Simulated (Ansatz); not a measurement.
The start is a relaxed KCl cell with every coordinate shifted by Gaussian noise of σ = 0.2 Å. The cell and all atomic positions are relaxed at zero pressure with PBE (plane waves to 420 eV, PAW, scalar-relativistic; Ansatz, a first-principles code). The first steps use a coarse 6×6×6 k-mesh.

Starting cell:
```
CELL_PARAMETERS angstrom
      0.00000     3.19058     3.19058
      3.19058     0.00000     3.19058
      3.19058     3.19058     0.00000
ATOMIC_POSITIONS crystal
  Cl 0.04765 0.93871 0.03843
  K  0.47123 0.46659 0.52596
```

```yaml
energy_released: 0.031 eV/atom
relative_to_the_parent: It relaxes back to the parent, Fm-3m (No. 225)
Shortest distances (start → end): "The closest pairs of elements (up to four, under 3.6 Å), start → end: Cl–K 2.91 → 3.19 Å"
band_gap_at_the_end: 5.05 eV, direct at Γ (no spin-orbit coupling)
optimiser_moves: 3
```

Relaxed structure:

Space group Fm-3m (No. 225); a = b = c = 6.382 Å, α = β = γ = 90.00°

```json
[
 {"atom": "Cl", "site": "4b", "symmetry": "m-3m", "x": "0.5000", "y": "0.5000", "z": "0.5000"},
 {"atom": "K", "site": "4a", "symmetry": "m-3m", "x": "0.0000", "y": "0.0000", "z": "0.0000"}
]
```
(The calculation used a cell of 2 atoms; values per cell refer to that cell.)

Final values are on a 9×9×9 k-mesh of the relaxed cell. No spin polarisation in the result.
